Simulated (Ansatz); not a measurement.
Given:

NaCl:
```cif
data_ClNa
_chemical_formula_sum 'Na1 Cl1'
_space_group_name_H-M_alt 'Pm-3m'
_space_group_IT_number 221
_space_group_name_Hall '-P 4 2 3'
_cell_length_a 3.44708
_cell_length_b 3.44708
_cell_length_c 3.44708
_cell_angle_alpha 90.000
_cell_angle_beta 90.000
_cell_angle_gamma 90.000
loop_
_atom_site_label
_atom_site_type_symbol
_atom_site_symmetry_multiplicity
_atom_site_Wyckoff_symbol
_atom_site_fract_x
_atom_site_fract_y
_atom_site_fract_z
_atom_site_occupancy
Na1 Na 1 a 0.00000 0.00000 0.00000 1
Cl1 Cl 1 b 0.50000 0.50000 0.50000 1
```

This is the PBEsol-relaxed structure.

Task: All from plane-wave PAW PBEsol (Ansatz code), unless another level is named. Give the bulk modulus (Birch–Murnaghan fit).

Result: 286 kbar.

Task: Next, the highest zone-centre frequency (without LO–TO term)?

Result: 98 cm⁻¹.

Task: Give the elastic constants (relaxed ions, GPa).

Result: C11 = 81.9, C12 = 2.0, C44 = -0.9.

This is a known high-pressure phase of the composition, computed here at zero pressure and temperature. The PBEsol relaxation kept the symmetry of its start. At this level the phase is dynamically unstable (imaginary phonons).

Potentials: the earlier of the program's two PAW sets.
